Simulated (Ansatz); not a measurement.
# MgVFeP4O14, one structure, two calculations

Cell: a Materials Project structure (computed, not necessarily an observed phase).

```xyz
21
Lattice="5.0076 0.0000 0.0000 2.2227 6.5440 0.0000 0.3296 0.0783 8.4245" Properties=species:S:1:pos:R:3 pbc="T T T"
Mg    1.8078    2.1056    3.0572
V     5.7110    4.9104    4.2490
Fe    1.8470    1.8869    8.2143
P     4.3389    3.4868    1.5238
P     4.2748    0.6584    6.5428
P     3.3422    6.0955    2.3576
P     3.1804    3.2507    5.7076
O     2.0413    5.5472    2.8879
O     6.4774    5.9181    5.7253
O     5.1953    3.1580    0.3284
O     5.1558    3.4192    2.8552
O     4.2352    4.2849    5.3941
O     4.3782    6.4573    3.4575
O     3.9714    5.0495    1.3275
O     3.8028    1.7772    5.4435
O     3.3138    0.6770    7.7268
O     3.0376    2.6920    1.6295
O     2.6767    3.3128    7.1361
O     2.0265    3.2749    4.6599
O     0.9564    0.8670    1.5603
O     0.6969    1.0098    6.9350
```

Atoms are numbered from 1 in the order listed; like atoms form one site, named after its first atom.

First run. Level of theory: DFT, PBE, plane waves and PAW, scalar-relativistic, collinear spin, 420 eV cutoff, Γ-centred 5×4×3 k-points, Fermi–Dirac smearing 0.02 eV (Ansatz 0.2.0). Start moments as typed (μB): 1 on each V, 4 on each Fe, none on the rest.

```csv
site,atom,V_zz (10²¹ V/m²),η,m (μB)
Mg,1,-1.90,0.40,0.00
V,2,-5.02,0.20,-1.44
Fe,3,-4.33,0.90,3.74
P5,5,5.69,0.06,0.01
P6,6,3.60,0.57,0.00
O8,8,10.17,0.07,0.01
O9,9,9.90,0.07,0.02
O10,10,9.57,0.24,0.08
O11,11,9.13,0.57,0.01
O12,12,9.96,0.19,0.01
O13,13,-8.38,0.94,0.00
O16,16,9.64,0.32,0.10
O18,18,9.29,0.28,0.10
O21,21,10.01,0.11,0.12
```

Second run. The same atoms and settings, except that the start moments (μB) are -1 on each V, 4 on each Fe, none on the rest.

Problem. Given the first result, estimate the second.

Solution. 

| site | atom | V_zz | η | change of V_zz | m (μB) |
| --- | --- | --- | --- | --- | --- |
| Mg | 1 | -1.90 | 0.40 | 0.00 | 0.00 |
| V | 2 | -5.02 | 0.20 | 0.00 | -1.44 |
| Fe | 3 | -4.33 | 0.90 | 0.00 | 3.73 |
| P5 | 5 | 5.69 | 0.06 | 0.00 | 0.01 |
| P6 | 6 | 3.60 | 0.57 | 0.00 | 0.00 |
| O8 | 8 | 10.17 | 0.07 | 0.00 | 0.01 |
| O9 | 9 | 9.90 | 0.07 | 0.00 | 0.02 |
| O10 | 10 | 9.57 | 0.24 | 0.00 | 0.08 |
| O11 | 11 | 9.13 | 0.57 | 0.00 | 0.01 |
| O12 | 12 | 9.96 | 0.19 | 0.00 | 0.01 |
| O13 | 13 | -8.38 | 0.94 | 0.00 | 0.00 |
| O16 | 16 | 9.64 | 0.32 | 0.00 | 0.10 |
| O18 | 18 | 9.29 | 0.28 | 0.00 | 0.10 |
| O21 | 21 | 10.01 | 0.11 | 0.00 | 0.12 |

No V_zz moves by more than 0.01. The table leaves out 7 of the 21 sites, with |V_zz| up to 13.23; their tensors move by 0.01 at most along any direction. The statements above cover all sites. Isomer shifts (Fe against α-Fe, from the density at the nucleus and a line fitted to measured compounds for each functional; the lines scatter by about 0.1 mm/s, so smaller changes between functionals mean little): Fe 0.70 → 0.70 mm/s.

The largest force is 1.0 eV/Å, so the atoms aren't at the calculated equilibrium and relaxing them would move these values. With a gap of 0.15 eV under a smearing of 0.02 eV the band edges are partly filled, so small gradients can hang on the smearing and the k-mesh. With these PAW files V_zz is typically within 2 to 3 % of all-electron values, but misses above 10 % occur on Fe. The magnetic order is the one that the run reached from its start moments, not necessarily the measured one.
For the first run: The moments were started parallel, and the run ended with some of them reversed. The program didn't check the stability of this electronic state in full, so a lower one may lie near.
